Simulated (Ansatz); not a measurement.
Input, command and steps of an Ansatz relaxation.

```yaml
crystal:
  lattice:
    - [-4.70323964, 4.70323964, 0.0]
    - [-4.70323964, 0.0, 4.70323964]
    - [0.0, 4.70323964, 4.70323964]
  atoms:
    - { symbol: F, position: [0.8771425968, 0.8756064481, 0.3705097425] }
    - { symbol: F, position: [0.375155523, 0.8715332958, 0.3781982907] }
    - { symbol: F, position: [0.8810501829, 0.3690695758, 0.3721840451] }
    - { symbol: F, position: [0.8781936947, 0.8745409398, 0.8715807818] }
    - { symbol: F, position: [0.3770284181, 0.3742451508, 0.3767178161] }
    - { symbol: F, position: [0.3772916792, 0.8722525422, 0.8761318093] }
    - { symbol: F, position: [0.8736084025, 0.3766104841, 0.8732508604] }
    - { symbol: F, position: [0.3646119015, 0.3787586555, 0.8760792607] }
    - { symbol: F, position: [0.6218892443, 0.6236060578, 0.1319980147] }
    - { symbol: F, position: [0.1192309684, 0.6288725814, 0.1242608769] }
    - { symbol: F, position: [0.6265074066, 0.1256836046, 0.1229688497] }
    - { symbol: F, position: [0.6330911198, 0.6175868969, 0.62965319] }
    - { symbol: F, position: [0.1220392964, 0.123488715, 0.131012951] }
    - { symbol: F, position: [0.1228418132, 0.6280610167, 0.6205758222] }
    - { symbol: F, position: [0.6290888955, 0.1219444976, 0.6253862117] }
    - { symbol: F, position: [0.1278739491, 0.1229028376, 0.6214324141] }
    - { symbol: Ca, position: [0.4975900567, 0.0013497126, 0.0029412515] }
    - { symbol: Cd, position: [0.9977481383, 0.0005058295, 0.0016392161] }
    - { symbol: Cd, position: [0.9961039174, 0.4983842995, 0.9993762522] }
    - { symbol: Cd, position: [0.4989108621, 0.4984726499, 0.0045973257] }
    - { symbol: Cd, position: [0.502720315, 0.003595372, 0.4985157769] }
    - { symbol: Ba, position: [0.9995515709, 0.4956726843, 0.4998090317] }
    - { symbol: Pb, position: [0.9970237206, 0.0018346417, 0.5020493257] }
    - { symbol: Pb, position: [0.5093664321, 0.4984226665, 0.4927855506] }
  symmetry: { detect: false }
basis:
  ecutwfc: 420
kpoints:
  mp_grid: { grid: [2, 2, 2], shift: [0.5, 0.5, 0.5] }
hamiltonian:
  xc: pbe
scf:
  occupations: { method: gaussian, width: 0.1 }
  lower_state_search: "off"
output:
  forces: true
  stress: true
  eigenvalues: true
relax:
  adjacent_minimum: "off"
  f_tol: 0.04
  max_steps: 50
  cell: { stress_tol: 0.3 }
```

```bash
ansatz run input.yaml --threads 4 --pin off --max-ram 9216MiB --backend cpu --events-out ev --progress --plain --runs-dir out
```

Theory: Ansatz, DFT PBE, scalar-relativistic, plane waves, PAW.

Of 25 frames 8 are shown, positions in Å and forces in eV/Å; the SCF threshold varies from step to step. Steps run on the plane waves of an earlier cell, with a Pulay correction in the pressure. The basis is chosen afresh for the last frame, the zero of the energies, and at times for earlier ones too; energy and pressure can step there, also at an unchanged geometry. Here that happened at steps 7 (-227 meV/atom, 20.9 GPa), 15 (-25 meV/atom, 1.9 GPa), 25 (-2 meV/atom, 0.1 GPa); frames between the last choice of the basis and such a step carry an error that grows, as the cell changes, to that size.

```xyz
24
Lattice="-4.7032 4.7032 0.0000 -4.7032 0.0000 4.7032 0.0000 4.7032 4.7032" Properties=species:S:1:pos:R:3:forces:R:3 pbc="T T T" step=1 free_energy_over_end_meV_per_atom=2466.96 pressure_GPa=187.11
F    -8.2436    5.8680    5.8608   -0.7751   -4.3301    1.2817
F    -5.8635    3.5432    5.8778   -4.5587   -0.3220    0.0079
F    -5.8796    5.8943    3.4863   -1.3643   -3.7761   -3.0302
F    -8.2435    8.2296    8.2124    3.0512    1.7888    2.9189
F    -3.5334    3.5450    3.5320   -1.1910    1.0095   -4.6330
F    -5.8769    5.8952    8.2231   -0.3783    0.1044    0.5098
F    -5.8801    8.2159    5.8784    3.5394    3.3927    3.2632
F    -3.4962    5.8353    5.9018    1.5226    2.5945    1.0764
F    -5.8579    3.5457    3.5538   -3.4270   -3.6188   -2.2936
F    -3.5185    1.1452    3.5422   -3.2838   -2.9369   -3.5236
F    -3.5377    3.5250    1.1695    0.6407   -0.6317   -0.2810
F    -5.8822    5.9390    5.8661    2.0572   -2.6150    6.2732
F    -1.1548    1.1902    1.1970   -2.6294   -1.8177   -3.0600
F    -3.5317    3.4965    5.8726    0.4194    3.7707    2.2324
F    -3.5323    5.9001    3.5149    5.0908    0.1654    1.3069
F    -1.1795    3.5242    3.5008    1.3551    6.0048   -1.1830
Ca   -2.3466    2.3541    0.0202   -0.2043   -0.2056   -0.1724
Cd   -4.6950    4.7004    0.0101   -1.0582   -0.1601   -0.6420
Cd   -7.0289    9.3852    7.0443   -0.6645   -0.3219    0.0794
Cd   -4.6909    2.3681    2.3661    0.4634   -1.0111   -0.1872
Cd   -2.3813    4.7091    2.3615    1.1367    0.3633   -0.7944
Ba   -7.0324    7.0519    4.6820   -1.9306    0.5174   -0.3023
Pb   -4.6979    7.0505    2.3699    0.4470    0.9013   -1.5070
Pb   -4.7399    4.7134    4.6619    1.7419    1.1342    2.6599
24
Lattice="-5.3364 5.3472 -0.0016 -5.3355 -0.0007 5.3460 0.0138 5.3594 5.3591" Properties=species:S:1:pos:R:3:forces:R:3 pbc="T T T" step=4 free_energy_over_end_meV_per_atom=386.04 pressure_GPa=5.93
F    -9.3609    6.5425    6.6956   -0.0531   -0.4124    0.1360
F    -6.7785    4.0200    6.6748   -0.4373   -0.0035    0.0336
F    -6.7096    6.5972    3.8893   -0.1674   -0.4006   -0.2842
F    -9.2763    9.3976    9.4160    0.2411    0.1301    0.3128
F    -4.0370    4.0495    3.8749   -0.0977    0.0896   -0.4553
F    -6.6553    6.7172    9.3787    0.0313    0.0919    0.1219
F    -6.5815    9.4304    6.7587    0.3389    0.2569    0.2426
F    -3.9182    6.7319    6.7437    0.0768    0.3218    0.0656
F    -6.7024    3.9699    3.9916   -0.2525   -0.3640   -0.1936
F    -4.0733    1.2570    3.9523   -0.3206   -0.2092   -0.3013
F    -4.0013    3.9878    1.3223   -0.0288   -0.1278   -0.1018
F    -6.6347    6.7108    6.8240    0.1416   -0.2617    0.5618
F    -1.3616    1.3092    1.2817   -0.1852   -0.1559   -0.3229
F    -3.9581    4.0936    6.7654    0.1424    0.4554    0.2958
F    -3.8756    6.7136    4.0205    0.4302   -0.0222    0.0861
F    -1.2956    4.1637    3.9836    0.1248    0.5447   -0.0609
Ca   -2.6618    2.6713    0.0105   -0.0073   -0.0084   -0.0452
Cd   -5.3287    5.3434    0.0002   -0.0818   -0.0134   -0.0482
Cd   -7.9839   10.6900    8.0162   -0.0737    0.0004    0.0277
Cd   -5.3289    2.6745    2.6801    0.0242   -0.0697   -0.0156
Cd   -2.6698    5.3624    2.6807    0.1160    0.0377   -0.0790
Ba   -7.9895    8.0276    5.3323   -0.1243    0.0279   -0.0251
Pb   -5.3216    8.0320    2.6804   -0.0042    0.0180   -0.1313
Pb   -5.3469    5.3645    5.3422    0.1668    0.0744    0.1808
24
Lattice="-5.5140 5.5342 -0.0074 -5.5134 -0.0067 5.5210 0.0133 5.5401 5.5276" Properties=species:S:1:pos:R:3:forces:R:3 pbc="T T T" step=8 free_energy_over_end_meV_per_atom=55.94 pressure_GPa=9.38
F    -9.6739    6.7311    6.9278    0.0089    0.0060   -0.0032
F    -7.0407    4.1470    6.8951    0.0169    0.0050    0.0163
F    -6.9378    6.7927    4.0080    0.0126    0.0050    0.0062
F    -9.5754    9.7276    9.7367   -0.0124    0.0038   -0.0143
F    -4.1629    4.1808    3.9511    0.0199    0.0035    0.0120
F    -6.8598    6.9635    9.6995    0.0135   -0.0028    0.0009
F    -6.7789    9.7792    6.9867   -0.0222   -0.0075   -0.0108
F    -4.0571    6.9987    6.9445   -0.0240   -0.0075   -0.0080
F    -6.9417    4.0694    4.0976    0.0097    0.0008   -0.0044
F    -4.2386    1.2973    4.0553    0.0310    0.0008    0.0061
F    -4.1592    4.1047    1.3264   -0.0177   -0.0007   -0.0014
F    -6.8424    6.8909    7.0768   -0.0085   -0.0038   -0.0119
F    -1.4242    1.3512    1.2913    0.0127   -0.0054    0.0206
F    -4.0720    4.2744    7.0264   -0.0193   -0.0069   -0.0138
F    -3.9758    6.9285    4.1435   -0.0164   -0.0125   -0.0057
F    -1.3306    4.3401    4.1144   -0.0122   -0.0046   -0.0015
Ca   -2.7549    2.7694   -0.0072   -0.0006   -0.0006    0.0031
Cd   -5.5112    5.5373   -0.0089    0.0015   -0.0027    0.0021
Cd   -8.2554   11.0747    8.2753    0.0005   -0.0003    0.0080
Cd   -5.5110    2.7638    2.7520   -0.0003    0.0092   -0.0005
Cd   -2.7465    5.5413    2.7587    0.0030   -0.0002    0.0056
Ba   -8.2611    8.3021    5.5137   -0.0021    0.0043   -0.0015
Pb   -5.5035    8.3076    2.7563   -0.0052   -0.0027   -0.0099
Pb   -5.5064    5.5300    5.5156    0.0108    0.0199    0.0062
24
Lattice="-5.6712 5.6748 0.0063 -5.6740 0.0035 5.6823 0.0125 5.6937 5.6983" Properties=species:S:1:pos:R:3:forces:R:3 pbc="T T T" step=11 free_energy_over_end_meV_per_atom=32.30 pressure_GPa=-0.16
F    -9.9112    6.8716    7.1647    0.0137    0.0489    0.0303
F    -7.3128    4.2983    7.1405    0.0378    0.0539    0.0527
F    -7.1526    6.9622    4.1247   -0.0160    0.0029    0.0085
F    -9.8198    9.9966    9.9888    0.0362    0.0375   -0.0101
F    -4.2351    4.3200    4.0285    0.0005    0.0365    0.0491
F    -7.0524    7.1424    9.9818   -0.0531   -0.0244   -0.0178
F    -7.0759   10.0668    7.2428   -0.0007    0.0268    0.0216
F    -4.1512    7.1443    7.1646    0.0518   -0.0078    0.0372
F    -7.0803    4.1565    4.2787    0.0169   -0.0187   -0.0022
F    -4.3564    1.3570    4.1944   -0.0658   -0.0074   -0.0098
F    -4.4020    4.1463    1.3029   -0.0746   -0.0916   -0.0847
F    -7.0085    7.1169    7.2831    0.0274   -0.0014   -0.0303
F    -1.4093    1.4279    1.3114    0.0104    0.0037   -0.0280
F    -4.2439    4.3653    7.2055    0.0008   -0.0051   -0.0210
F    -4.0947    7.1320    4.2987   -0.0433   -0.0064   -0.0089
F    -1.3358    4.4383    4.2756    0.0331   -0.0212    0.0076
Ca   -2.8369    2.8468    0.0100    0.0192    0.0291    0.0052
Cd   -5.6610    5.6725    0.0166   -0.0058   -0.0048    0.0269
Cd   -8.5226   11.3643    8.5439   -0.0074   -0.0261   -0.0268
Cd   -5.6690    2.8629    2.8372    0.0094    0.0235    0.0080
Cd   -2.7673    5.7412    2.9028    0.0410    0.0239    0.0213
Ba   -8.5079    8.5198    5.6857   -0.0032    0.0161    0.0214
Pb   -5.6694    8.5162    2.8486    0.0010   -0.0129   -0.0291
Pb   -5.6586    5.7008    5.6863   -0.0293   -0.0749   -0.0211
24
Lattice="-5.6837 5.6805 -0.0218 -5.6839 -0.0220 5.6807 0.0353 5.6940 5.6940" Properties=species:S:1:pos:R:3:forces:R:3 pbc="T T T" step=15 free_energy_over_end_meV_per_atom=4.07 pressure_GPa=1.84
F    -9.8409    6.7939    7.1784    0.0081   -0.0003   -0.0032
F    -7.4133    4.3331    7.1786    0.0007   -0.0004   -0.0001
F    -7.2222    6.9120    4.0537    0.0141    0.0093    0.0098
F    -9.6961   10.0191    9.9177    0.0081    0.0038    0.0011
F    -4.1608    4.3522    3.9609    0.0090   -0.0033    0.0004
F    -7.1681    7.0880    9.9234    0.0018   -0.0017   -0.0034
F    -7.1786   10.1420    7.2799    0.0028    0.0083    0.0089
F    -4.0034    7.0870    7.1860    0.0070    0.0008    0.0025
F    -6.9461    4.0364    4.3591    0.0045    0.0156    0.0005
F    -4.4816    1.3990    4.2473   -0.0159   -0.0012   -0.0004
F    -4.6172    3.9719    1.1214   -0.0052    0.0007    0.0008
F    -6.9186    7.1735    7.2190    0.0020    0.0032    0.0007
F    -1.2507    1.5420    1.1903    0.0050    0.0027    0.0184
F    -4.3254    4.2986    7.1475   -0.0153   -0.0040   -0.0020
F    -4.1810    7.1805    4.3256    0.0134    0.0041    0.0055
F    -1.2382    4.4002    4.3375    0.0004    0.0026    0.0050
Ca   -2.8319    2.8526   -0.0026   -0.0272    0.0127    0.0138
Cd   -5.6720    5.6829    0.0188    0.0176   -0.0108   -0.0028
Cd   -8.5945   11.3595    8.5106   -0.0107   -0.0080   -0.0079
Cd   -5.6755    2.8719    2.8302    0.0183    0.0013   -0.0061
Cd   -2.6996    5.7989    2.9437   -0.0127   -0.0204   -0.0197
Ba   -8.5066    8.5154    5.6591   -0.0023   -0.0003   -0.0040
Pb   -5.6684    8.5028    2.8250   -0.0127    0.0034   -0.0207
Pb   -5.6675    5.6805    5.6475   -0.0108   -0.0181    0.0028
24
Lattice="-5.7475 5.7286 -0.0379 -5.7475 -0.0378 5.7301 0.0351 5.7259 5.7274" Properties=species:S:1:pos:R:3:forces:R:3 pbc="T T T" step=18 free_energy_over_end_meV_per_atom=3.15 pressure_GPa=0.00
F    -9.9205    6.8226    7.2226   -0.0045    0.0011   -0.0007
F    -7.5215    4.3509    7.2433   -0.0031   -0.0042    0.0053
F    -7.3164    6.9578    4.0584   -0.0029    0.0002    0.0013
F    -9.7755   10.0818    9.9963    0.0048    0.0146   -0.0207
F    -4.1891    4.3755    3.9820   -0.0009   -0.0093    0.0020
F    -7.2984    7.1334    9.9426    0.0120    0.0153    0.0045
F    -7.2917   10.2377    7.3396   -0.0121    0.0006   -0.0013
F    -3.9870    7.1147    7.2272   -0.0052    0.0058   -0.0061
F    -6.9872    4.0433    4.4207    0.0181   -0.0050   -0.0135
F    -4.5625    1.4041    4.2904   -0.0061    0.0053   -0.0079
F    -4.7161    3.9680    1.1131   -0.0056   -0.0033    0.0104
F    -6.9664    7.2374    7.2316    0.0186    0.0047   -0.0031
F    -1.1900    1.5924    1.1351    0.0074    0.0049    0.0007
F    -4.4117    4.2976    7.1938    0.0019   -0.0028    0.0050
F    -4.2571    7.2360    4.3512   -0.0164   -0.0011    0.0012
F    -1.2340    4.4273    4.3869    0.0028   -0.0042   -0.0010
Ca   -2.8602    2.8696   -0.0142   -0.0228    0.0101   -0.0025
Cd   -5.7214    5.7175    0.0133    0.0432   -0.0167    0.0110
Cd   -8.7259   11.4291    8.5665   -0.0082   -0.0310    0.0359
Cd   -5.7485    2.8854    2.8569    0.0002    0.0198    0.0037
Cd   -2.7376    5.8299    2.9527   -0.0229   -0.0002   -0.0259
Ba   -8.5982    8.5803    5.6893   -0.0059   -0.0119    0.0082
Pb   -5.7438    8.5559    2.8201    0.0158   -0.0022    0.0052
Pb   -5.7279    5.7127    5.6758   -0.0082    0.0095   -0.0116
24
Lattice="-5.7711 5.7389 -0.0242 -5.7845 -0.0376 5.7674 0.0006 5.7153 5.7304" Properties=species:S:1:pos:R:3:forces:R:3 pbc="T T T" step=22 free_energy_over_end_meV_per_atom=2.50 pressure_GPa=0.05
F    -9.9377    6.7837    7.2709    0.0156   -0.0043   -0.0089
F    -7.5911    4.3097    7.3339    0.0079    0.0018    0.0029
F    -7.3735    6.9995    4.0702   -0.0133    0.0119    0.0058
F    -9.9461   10.0839   10.1451    0.0021   -0.0132   -0.0116
F    -4.2647    4.3603    4.0385   -0.0037    0.0034    0.0017
F    -7.4713    7.3263    9.7932   -0.0383   -0.0250    0.0099
F    -7.3309   10.2628    7.3593    0.0077    0.0006    0.0084
F    -3.8585    6.9584    7.1576    0.0153   -0.0182   -0.0104
F    -7.1598    4.2024    4.4347   -0.0128   -0.0089   -0.0069
F    -4.6254    1.3903    4.2798    0.0050    0.0044   -0.0056
F    -4.7103    3.8796    1.2282    0.0010   -0.0106   -0.0012
F    -6.9388    7.2724    7.1611    0.0079    0.0126    0.0117
F    -1.0328    1.6558    0.9569   -0.0005    0.0148   -0.0043
F    -4.4444    4.2329    7.2911    0.0078    0.0012    0.0022
F    -4.3466    7.2293    4.3650   -0.0054   -0.0037    0.0034
F    -1.3105    4.5091    4.4096   -0.0045    0.0009   -0.0016
Ca   -2.8705    2.8528   -0.0008   -0.0010   -0.0059    0.0093
Cd   -5.6520    5.6365    0.0829   -0.0203    0.0168    0.0132
Cd   -8.8012   11.3448    8.6940    0.0093    0.0026   -0.0021
Cd   -5.8819    2.9313    2.9520    0.0274    0.0322   -0.0191
Cd   -2.7946    5.7884    2.9814   -0.0040    0.0007    0.0093
Ba   -8.6691    8.5806    5.7240   -0.0162   -0.0147   -0.0074
Pb   -5.8395    8.5542    2.8196   -0.0022    0.0047    0.0037
Pb   -5.7166    5.7462    5.7436    0.0153   -0.0041   -0.0026
24
Lattice="-5.7851 5.7459 0.0156 -5.8309 -0.0302 5.8026 -0.0374 5.7241 5.7350" Properties=species:S:1:pos:R:3:forces:R:3 pbc="T T T" step=25 free_energy_over_end_meV_per_atom=0.00 pressure_GPa=0.08
F    -9.9772    6.7606    7.3207   -0.0032    0.0064   -0.0152
F    -7.6508    4.3283    7.3929    0.0000   -0.0041    0.0059
F    -7.4317    7.0375    4.1234    0.0040    0.0015   -0.0002
F   -10.0664   10.1002   10.2263   -0.0002    0.0101   -0.0025
F    -4.3257    4.3689    4.0925    0.0023    0.0011    0.0041
F    -7.6077    7.3709    9.8058    0.0044   -0.0051    0.0045
F    -7.3630   10.2972    7.4098   -0.0072   -0.0021    0.0022
F    -3.8337    6.9036    7.1314    0.0027    0.0037   -0.0034
F    -7.2510    4.2433    4.4666    0.0043   -0.0064    0.0054
F    -4.6729    1.3993    4.2735   -0.0052   -0.0046    0.0079
F    -4.7071    3.8585    1.2799    0.0112    0.0048   -0.0098
F    -6.9399    7.3197    7.1904   -0.0016   -0.0058   -0.0109
F    -0.9845    1.7029    0.9159   -0.0001    0.0055   -0.0018
F    -4.4811    4.2226    7.3483    0.0025   -0.0104    0.0002
F    -4.4186    7.2371    4.3966   -0.0012    0.0006    0.0007
F    -1.3720    4.5184    4.4384    0.0100    0.0041   -0.0072
Ca   -2.8768    2.8512    0.0144   -0.0035   -0.0028    0.0014
Cd   -5.6681    5.6314    0.1408   -0.0015   -0.0036    0.0069
Cd   -8.8621   11.3385    8.7819   -0.0055   -0.0089   -0.0065
Cd   -5.9336    2.9693    3.0035   -0.0003    0.0014    0.0054
Cd   -2.8433    5.7653    3.0198   -0.0063   -0.0007    0.0108
Ba   -8.7412    8.5720    5.7994   -0.0056    0.0180   -0.0059
Pb   -5.8953    8.5927    2.8777   -0.0035    0.0000   -0.0014
Pb   -5.7428    5.7708    5.8016    0.0034   -0.0027    0.0095
```

The cell swells from 8.7 to 16.0 Å³ an atom. At the end the space group is P1 (tolerance 0.05 Å).

The run took 5.2 min on 4 threads of Arm Neoverse V1, with other jobs on the host, peak memory 1.4 GiB.

The k mesh is coarse. Spin–orbit coupling is left out, which can shift energies with elements as heavy as these.